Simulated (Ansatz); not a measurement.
SnPt:
```yaml
crystal:
  lattice:
    - [5.65449, 0.00000, 0.00000]
    - [-2.82724, 4.89693, 0.00000]
    - [0.00000, 0.00000, 4.47359]
  atoms:
    - { symbol: Pt, position: [0.50000, 0.00000, 0.00000] }
    - { symbol: Pt, position: [0.50000, 0.50000, 0.00000] }
    - { symbol: Pt, position: [0.00000, 0.50000, 0.00000] }
    - { symbol: Sn, position: [0.00000, 0.00000, 0.00000] }
    - { symbol: Sn, position: [0.33333, 0.66667, 0.50000] }
    - { symbol: Sn, position: [0.66667, 0.33333, 0.50000] }
```

Relaxed with PBEsol. Special points in fractions of this cell's reciprocal vectors: Γ (0.000, 0.000, 0.000); M (0.500, 0.000, 0.000); K (0.333, 0.333, 0.000); A (0.000, 0.000, 0.500); L (0.500, 0.000, 0.500); H (0.333, 0.333, 0.500).

Task: List the band energies nearest the Fermi level at these points for DFT-PBEsol in the program Ansatz with PAW potentials.

Result: In eV from the Fermi level; about four levels below and three above (degenerate sets whole), none deeper than 8.9 eV; points with the same levels are listed once.

```json
[
 {"k": "Γ", "below": "-2.34 -2.34 -0.71 -0.50", "above": "1.02 1.02 1.84"},
 {"k": "M", "below": "-3.27 -2.63 -2.53 -2.36", "above": "0.03 0.07 0.42"},
 {"k": "K", "below": "-3.21 -3.21 -2.75 -1.97 -0.11", "above": "0.11 0.11 1.48 1.48"},
 {"k": "A", "below": "-1.94 -1.94 -0.74 -0.50 -0.04", "above": "0.11 2.95 2.95"},
 {"k": "L", "below": "-2.48 -1.86 -1.70 -0.25", "above": "0.67 2.81 3.90"},
 {"k": "H", "below": "-2.58 -2.58 -1.89 -1.78", "above": "0.63 1.63 2.65 2.65"}
]
```

Space group P6/mmm. A made-up cell: these elements were put on the sites of a structure type; neither database checked (COD, Materials Project) lists it. COD files the formula under space group No. 194. Its standing as an ambient phase is unchecked. Symmetry was held in the PBEsol relaxation; whether a distortion lowers the energy is not shown. No spin polarisation was allowed. Spin–orbit coupling is left out wherever it is not named.

Potentials: the earlier of the program's two PAW sets. The files were generated under PBE; for other functionals the program regenerates the frozen cores, and for LDA and PBEsol the local potential too.
